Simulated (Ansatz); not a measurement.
SiC:
```yaml
crystal:
  lattice:
    - [3.09198, 0.00000, 0.00000]
    - [-1.54599, 2.67773, 0.00000]
    - [0.00000, 0.00000, 5.07436]
  atoms:
    - { symbol: Si, position: [0.66667, 0.33333, 0.00052] }
    - { symbol: Si, position: [0.33333, 0.66667, 0.50052] }
    - { symbol: C, position: [0.66667, 0.33333, 0.62468] }
    - { symbol: C, position: [0.33333, 0.66667, 0.12468] }
```

Relaxed with PBE.

Question: Give the optical modes at the zone centre with their infrared and Raman activity from DFPT, the program Ansatz at the PBE level (PAW).

Answer: Transverse frequencies, without the LO–TO term; a row sums one degenerate level.

```tsv
ω (cm⁻¹)	degeneracy	IR ((D/Å)²/amu)	Raman (Å⁴/amu)	activity	symmetry
257	2	0.00	0.31	Raman	E2
584	1	0.00	0	silent	B1
743	2	0.00	26	Raman	E2
750	1	44.91	70	IR+Raman	A1
778	2	77.87	19	IR+Raman	E1
815	1	0.00	0	silent	B1
```

Question: How high does the top mode go among those that the LO–TO term moves?

Answer: 943 cm⁻¹ for q along x, 943 cm⁻¹ for q along y, 934 cm⁻¹ for q along z.

Space group P6_3mc (wurtzite). The PBE relaxation kept the symmetry of its start; phonons on a q-mesh show no instability.

Potentials: the later of the program's two PAW sets.
